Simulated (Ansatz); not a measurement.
BeS (zinc blende)

```
BeS
1.0
    0.00000     2.43426     2.43426
    2.43426     0.00000     2.43426
    2.43426     2.43426     0.00000
S Be
1 1
Direct
  0.25000   0.25000   0.25000
  0.00000   0.00000   0.00000
```

Equation-of-state scan: isotropic scaling of the cell above, V₀ being its volume. Symmetry pins the atoms to their sites.

All values below come from r2SCAN (plane waves to 500 eV, PAW, scalar-relativistic; Ansatz, a program for electronic structure). k mesh 12×12×12 (Γ-centred), Fermi-Dirac smearing 0.05 eV. Energies are smeared free energies. Compression counts positive. BeS was relaxed with its symmetry unable to fall. The zero of ΔE is the relaxed starting cell.

```tsv
V (Å³/atom)	ΔE (meV/atom)
12.982	51.8
13.343	withheld
13.703	11.9
14.064	2.9
14.424	0.0
14.785	2.6
15.146	10.1
15.506	22.0
15.867	37.7
```

Q: Fit a third-order Birch-Murnaghan form (E₀, V₀, B₀, B₀′ free) to the given rows and predict ΔE at V = 13.343.

A: Least squares on the 8 given rows: ΔE = E₀ + (9V₀B₀/16)·y²·[2 + (B₀′ − 4)y], y = (V₀/V)^(2/3) − 1, with V₀ = 14.426 Å³/atom, B₀ = 97.50 GPa (160.2 GPa = 1 eV/Å³; the term in eV is multiplied by 1000), B₀′ = 3.70, E₀ = -0.01 meV/atom; root-mean-square residual 0.03 meV/atom. At 13.343 the fit gives 27.9 meV/atom; the calculation gives 27.9 meV/atom, the same to the digits shown. For the pressure the fit gives 8.8 GPa against the computed 8.8 GPa.

(Under strain, the slope of the energy per volume gives the stress and its curvature an elastic modulus.)
